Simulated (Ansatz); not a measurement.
**Notes on CaNiSb$_{4}$**

```yaml
crystal:
  lattice:
    - [4.48538, 0.00000, 0.00000]
    - [2.24269, -8.43314, 0.00000]
    - [0.00000, 0.00000, -7.43385]
  atoms:
    - { symbol: Ni, position: [0.77600, 0.44800, 0.75000] }
    - { symbol: Ni, position: [0.22400, 0.55200, 0.25000] }
    - { symbol: Sb, position: [0.92700, 0.14600, 0.75000] }
    - { symbol: Sb, position: [0.07300, 0.85400, 0.25000] }
    - { symbol: Sb, position: [0.50000, 0.00000, 0.00000] }
    - { symbol: Sb, position: [0.50000, 0.00000, 0.50000] }
    - { symbol: Ca, position: [0.11800, 0.76400, 0.75000] }
    - { symbol: Ca, position: [0.88200, 0.23600, 0.25000] }
    - { symbol: Sb, position: [0.31540, 0.36920, 0.95300] }
    - { symbol: Sb, position: [0.68460, 0.63080, 0.45300] }
    - { symbol: Sb, position: [0.68460, 0.63080, 0.04700] }
    - { symbol: Sb, position: [0.31540, 0.36920, 0.54700] }
```

Level: PBEsol, no spin polarisation; 420 eV; 7×7×5 Γ-centred mesh; fermi-dirac occupations (width 0.1 eV); Ansatz 0.2.0, fixed geometry.

**Question.** What is the formation energy?

**Answer.** -0.21 eV an atom against the elements' usual phases (free molecules for gases, crystals otherwise, with no correction for O₂ or N₂), so it is bound against them; other compounds may still compete. Relaxing would lower it.

**Question.** Where is the largest force?

**Answer.** The largest is on Sb9 (and as large on other atoms): 1.09 eV/Å, components (0.00, -0.81, -0.74). It makes 13° with the line to a nearest neighbour, Ni2 at 2.69 Å, pointing towards it.

**Question.** What does the stress say?

**Answer.** The pressure is 2.2 GPa (compression positive), so with the atoms held at these fractions the cell would first expand; the forces are large, so a full relaxation may end otherwise. The principal stresses 0.0, 3.0, 3.5 GPa differ, so its shape would change too.

**Question.** Is there a gap?

**Answer.** It is a metal, with about 5.9 states/eV a cell as the mean within 0.25 eV of the Fermi level, mostly Sb p (59 %) and Ni d (19 %).

**Question.** Describe some of the short contacts.

**Answer.** Ni–Sb at 2.55 Å: least valence density 0.41 e/Å³ and ELF 0.39 there. Sb–Sb at 3.02 Å: least valence density 0.25 e/Å³ and ELF 0.35 there. Ca–Sb at 3.22 Å: least valence density 0.12 e/Å³ and ELF 0.08 there. These are pseudo-fields; inside the PAW spheres they differ from the all-electron ones.

Origin: a known structure type with other elements, at an estimated volume, so it need not be a known compound. Caveats: no spin polarisation, so a magnetic state may lie lower.
